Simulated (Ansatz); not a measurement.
Surface calculation: zincblende GaN (110), 3 layers

The slab is cut from the zincblende crystal, which needn't be the stable phase, as relaxed on PAW files (11.76 Å³/atom), with 16 Å of vacuum and a dipole correction:

```xyz
6
Lattice="3.2163 0.0000 0.0000 0.0000 4.5485 0.0000 0.0000 0.0000 19.2163" Properties=species:S:1:pos:R:3 pbc="T T T"
Ga    0.8041    0.5686    8.0000
N     2.4122    3.9799    8.0000
Ga    2.4122    2.8428    9.6082
N     0.8041    1.7057    9.6082
Ga    0.8041    0.5686   11.2163
N     2.4122    3.9799   11.2163
```

All numbers are PBE results (scalar-relativistic) from Ansatz 0.2.0, with a Γ-centred 8×6×1 k mesh, Fermi–Dirac smearing of 0.02 eV, no spin polarisation. Methods: LAPW: all electrons, basis error target 1 meV/atom; PAW: frozen-core files, cutoff 420 eV.

The bulk energy comes from a cell in the slab's orientation on a 8×6×8 mesh. The surface energy is (E(slab) − N·E(bulk))/2A at zero smearing, the mean of both faces; thin slabs carry quantum-size effects.

The cell is 1×1, so reconstructions are forbidden.

Task: As cut, the LAPW slab lies 4.074 eV above 6 atoms of bulk. What surface energy is that?

Result: Over two faces of 14.63 Å² it is 139.2 meV/Å², and times 16.02 J/m² per eV/Å² that gives γ = 2.231 J/m².

Task: What do relaxation and the other method give?

Result: 

```csv
method,γ as cut (J/m²),γ relaxed (J/m²)
LAPW,2.231,–
PAW,2.232,1.769
```

Task: Where do the band edges lie?

Result: On the k mesh: gap 0.07 eV, valence top 4.88 eV below the vacuum level.

Task: A core hole in the 2p shell of Ga is made on one Ga atom of each kind in every 1×1 cell (PAW hole dataset, neutral cell, valence without spin). What does it cost by layer?

Result: layer 1 1121.86 eV, layer 2 1122.06 eV. Shifts between layers mean more than the absolute values, and a whole layer of holes screens otherwise than one hole.
